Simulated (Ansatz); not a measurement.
# Calculated with Ansatz: Cu2P2O7, relaxation

Launch command:

```bash
ansatz run input.yaml --threads 2 --pin off --max-ram 2560MiB --backend cpu --events-out ev --progress --plain --runs-dir out
```

Input:

```yaml
crystal:
  lattice:
    - [3.452539, 4.105421, 0.0]
    - [3.452539, -4.105421, 0.0]
    - [1.495379, 0.0, -4.380107]
  atoms:
    - { symbol: P, position: [0.1998, 0.1998, 0.0883] }
    - { symbol: P, position: [0.8002, 0.8002, 0.9117] }
    - { symbol: O, position: [0.0, 0.0, 0.0] }
    - { symbol: O, position: [0.3568, 0.0502, 0.2708] }
    - { symbol: O, position: [0.9498, 0.6432, 0.7292] }
    - { symbol: O, position: [0.6432, 0.9498, 0.7292] }
    - { symbol: O, position: [0.0502, 0.3568, 0.2708] }
    - { symbol: O, position: [0.3759, 0.3759, 0.7839] }
    - { symbol: O, position: [0.6241, 0.6241, 0.2161] }
    - { symbol: Cu, position: [0.3122, 0.6878, 0.5] }
    - { symbol: Cu, position: [0.6878, 0.3122, 0.5] }
  symmetry: { tolerance: 0.0003 }
kpoints:
  mp_grid: { grid: [4, 4, 4], shift: [0, 0, 0] }
magnetization:
  spin_polarized: false
scf:
  occupations: { method: gaussian, width: 0.0904 }
  lower_state_search: "off"
hamiltonian:
  pseudopotentials: { kind: paw }
  xc: r2scan
basis:
  ecutwfc: 500
  fft_grid_basis: typed
relax:
  max_steps: 40
  cell: { p_target: 0.0 }
output:
  forces: true
  stress: true
  eigenvalues: true
  populations: true
  elf: true
  write_potential: true
  volumetric_format: npy
  dos:
    e_range: [-12, 8]
    de: 0.05
    projected: { site_lists: { Cu: [Cu], O: [O], P: [P] } }
  bader: false
checkpoint:
  read: saved_state
```

Origin of the cell: a database entry, scaled a little.

The saved state is a converged single point of the same cell.

Steps («new basis» is an SCF on plane waves selected anew at the same cell):

```json
{"step": "1", "ΔF (meV/atom)": "0.0", "max force component (eV/Å)": "0.921", "P (GPa)": "-2.60", "volume (Å³)": "124.17", "SCF iterations": "9", "step was": "accepted"}
{"step": "2", "ΔF (meV/atom)": "-7.4", "max force component (eV/Å)": "0.692", "P (GPa)": "-1.06", "volume (Å³)": "121.90", "SCF iterations": "8", "step was": "accepted"}
{"step": "3", "ΔF (meV/atom)": "-11.1", "max force component (eV/Å)": "0.298", "P (GPa)": "0.28", "volume (Å³)": "120.84", "SCF iterations": "10", "step was": "accepted"}
{"step": "4", "ΔF (meV/atom)": "-11.4", "max force component (eV/Å)": "0.122", "P (GPa)": "0.03", "volume (Å³)": "121.46", "SCF iterations": "9", "step was": "accepted"}
{"step": "5", "ΔF (meV/atom)": "-11.4", "max force component (eV/Å)": "0.103", "P (GPa)": "0.08", "volume (Å³)": "121.55", "SCF iterations": "7", "step was": "rejected"}
{"step": "6", "ΔF (meV/atom)": "-11.5", "max force component (eV/Å)": "0.009", "P (GPa)": "0.04", "volume (Å³)": "121.57", "SCF iterations": "12", "step was": "accepted"}
{"step": "7", "ΔF (meV/atom)": "-11.5", "max force component (eV/Å)": "0.018", "P (GPa)": "-0.02", "volume (Å³)": "121.81", "SCF iterations": "9", "step was": "accepted"}
{"step": "8", "ΔF (meV/atom)": "-11.5", "max force component (eV/Å)": "0.002", "P (GPa)": "0.01", "volume (Å³)": "121.79", "SCF iterations": "5", "step was": "accepted"}
{"step": "9", "ΔF (meV/atom)": "-11.3", "max force component (eV/Å)": "0.002", "P (GPa)": "0.01", "volume (Å³)": "121.79", "SCF iterations": "10", "step was": "new basis"}
```

Step 1, with forces in eV/Å:

```xyz
11
Lattice="3.453 4.105 0.000 3.453 -4.105 0.000 1.495 0.000 -4.380" Properties=species:S:1:pos:R:3:forces:R:3 pbc="T T T" step=1
P     1.512    0.000   -0.387    0.332    0.000   -0.921
P     6.889    0.000   -3.993   -0.332    0.000    0.921
O     0.000    0.000    0.000    0.000    0.000    0.000
O     1.810    1.259   -1.186   -0.148    0.138   -0.028
O     6.590    1.259   -3.194    0.148    0.138    0.028
O     6.590   -1.259   -3.194    0.148   -0.138    0.028
O     1.810   -1.259   -1.186   -0.148   -0.138   -0.028
O     3.768    0.000   -3.434    0.448    0.000    0.865
O     4.633    0.000   -0.947   -0.448    0.000   -0.865
Cu    4.200   -1.542   -2.190    0.000   -0.325    0.000
Cu    4.200    1.542   -2.190    0.000    0.325    0.000
```

Step 2, with forces in eV/Å:

```xyz
11
Lattice="3.441 4.098 -0.003 3.441 -4.098 -0.003 1.495 0.000 -4.323" Properties=species:S:1:pos:R:3:forces:R:3 pbc="T T T" step=2
P     1.518    0.000   -0.386    0.174    0.000   -0.692
P     6.860    0.000   -3.943   -0.174    0.000    0.692
O     0.000    0.000    0.000    0.000    0.000    0.000
O     1.818    1.259   -1.180   -0.125    0.085    0.024
O     6.559    1.259   -3.149    0.125    0.085   -0.024
O     6.559   -1.259   -3.149    0.125   -0.085   -0.024
O     1.818   -1.259   -1.180   -0.125   -0.085    0.024
O     3.772    0.000   -3.371    0.257    0.000    0.568
O     4.605    0.000   -0.958   -0.257    0.000   -0.568
Cu    4.189   -1.553   -2.164    0.000   -0.186    0.000
Cu    4.189    1.553   -2.164    0.000    0.186    0.000
```

Step 3, with forces in eV/Å:

```xyz
11
Lattice="3.468 4.081 -0.019 3.468 -4.081 -0.019 1.526 0.000 -4.277" Properties=species:S:1:pos:R:3:forces:R:3 pbc="T T T" step=3
P     1.527    0.000   -0.388   -0.022    0.000   -0.298
P     6.935    0.000   -3.927    0.022    0.000    0.298
O     0.000    0.000    0.000    0.000    0.000    0.000
O     1.831    1.258   -1.174   -0.039   -0.017    0.079
O     6.632    1.258   -3.141    0.039   -0.017   -0.079
O     6.632   -1.258   -3.141    0.039    0.017   -0.079
O     1.831   -1.258   -1.174   -0.039    0.017    0.079
O     3.814    0.000   -3.320    0.026    0.000    0.108
O     4.648    0.000   -0.995   -0.026    0.000   -0.108
Cu    4.231   -1.561   -2.157    0.000    0.027    0.000
Cu    4.231    1.561   -2.157    0.000   -0.027    0.000
```

Step 4, with forces in eV/Å:

```xyz
11
Lattice="3.484 4.078 -0.024 3.484 -4.078 -0.024 1.539 0.000 -4.285" Properties=species:S:1:pos:R:3:forces:R:3 pbc="T T T" step=4
P     1.527    0.000   -0.392   -0.020    0.000   -0.122
P     6.981    0.000   -3.940    0.020    0.000    0.122
O     0.000    0.000    0.000    0.000    0.000    0.000
O     1.831    1.258   -1.175   -0.012    0.000    0.056
O     6.677    1.258   -3.157    0.012    0.000   -0.056
O     6.677   -1.258   -3.157    0.012    0.000   -0.056
O     1.831   -1.258   -1.175   -0.012    0.000    0.056
O     3.831    0.000   -3.328   -0.006    0.000    0.022
O     4.678    0.000   -1.004    0.006    0.000   -0.022
Cu    4.254   -1.558   -2.166    0.000    0.036    0.000
Cu    4.254    1.558   -2.166    0.000   -0.036    0.000
```

Step 7, with forces in eV/Å:

```xyz
11
Lattice="3.490 4.083 -0.030 3.490 -4.083 -0.030 1.549 0.000 -4.288" Properties=species:S:1:pos:R:3:forces:R:3 pbc="T T T" step=7
P     1.526    0.000   -0.397   -0.004    0.000   -0.018
P     7.003    0.000   -3.951    0.004    0.000    0.018
O     0.000    0.000    0.000    0.000    0.000    0.000
O     1.830    1.261   -1.172   -0.003   -0.010    0.003
O     6.699    1.261   -3.175    0.003   -0.010   -0.003
O     6.699   -1.261   -3.175    0.003    0.010   -0.003
O     1.830   -1.261   -1.172   -0.003    0.010    0.003
O     3.839    0.000   -3.333    0.003    0.000    0.000
O     4.691    0.000   -1.015   -0.003    0.000    0.000
Cu    4.265   -1.556   -2.174    0.000   -0.004    0.000
Cu    4.265    1.556   -2.174    0.000    0.004    0.000
```

Step 9, with forces in eV/Å:

```xyz
11
Lattice="3.489 4.082 -0.029 3.489 -4.082 -0.029 1.548 0.000 -4.288" Properties=species:S:1:pos:R:3:forces:R:3 pbc="T T T" step=9
P     1.526    0.000   -0.397    0.001    0.000    0.001
P     7.002    0.000   -3.949   -0.001    0.000   -0.001
O     0.000    0.000    0.000    0.000    0.000    0.000
O     1.829    1.261   -1.173    0.001    0.002   -0.001
O     6.698    1.261   -3.173   -0.001    0.002    0.001
O     6.698   -1.261   -3.173   -0.001   -0.002    0.001
O     1.829   -1.261   -1.173    0.001   -0.002   -0.001
O     3.838    0.000   -3.333    0.000    0.000    0.001
O     4.689    0.000   -1.013    0.000    0.000   -0.001
Cu    4.264   -1.555   -2.173    0.000    0.001    0.000
Cu    4.264    1.555   -2.173    0.000   -0.001    0.000
```

```yaml
Free_energy_lowered_by: 11.3 meV/atom
Volume_change: -1.92 %
Final_pressure: 0.01 GPa
Relaxation_steps_listed: 9
```

Caveats: no moments, though an odd count or open d shells may carry them; the k mesh is coarse if the cell is a metal; the relaxation held the start's symmetry, so the end may be a saddle point.

It ran for 5.3 min on 2 threads of Arm Neoverse N1 (shared host), peak memory 0.8 GiB, from a saved density.
